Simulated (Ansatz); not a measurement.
## Structures of TaSnO3: which is lowest?

Plane-wave DFT in Ansatz with scalar-relativistic PAW potentials, cutoff 500 eV, Γ-centred meshes chosen by cell and gap, Gaussian smearing with energies taken to zero width. Every cell was relaxed (cell and atoms) in a run of its own, within the symmetry of its start. Functional: r2SCAN.

Relaxed structures (starts from databases or built by putting these elements on another compound's sites):
A. Pm-3m, 5 atoms in the computed cell, a = 4.040 Å; sites (symmetry × multiplicity) Ta m-3m × 1, Sn m-3m × 1, O 4/mm.m × 3; start: database
B. P4mm, 5 atoms in the computed cell, a = 3.323 Å, c = 6.886 Å; sites (symmetry × multiplicity) Ta 4mm × 1, Sn 4mm × 1, O 2mm. × 2 + 4mm × 1; start: built

Q: Rank them by energy. Could pressure change the order?

A:
| structure | group | E − E(lowest) (meV/atom) | V (Å³/atom) | gap on mesh (eV) |
| --- | --- | --- | --- | --- |
| A | Pm-3m | 0.0 | 13.18 | 0.00 |
| B | P4mm | 412 | 15.21 | 0.00 |

A is lowest, 412 meV/atom under B. The lowest is also the densest of these, so pressure wouldn't bring one of the others in at first order. Other structures may lie lower than all of these, and vibrations aren't counted.

Spin-orbit coupling is left out, which matters for the bands of heavy elements. Spin polarisation was left out, and a magnetic state may lie lower.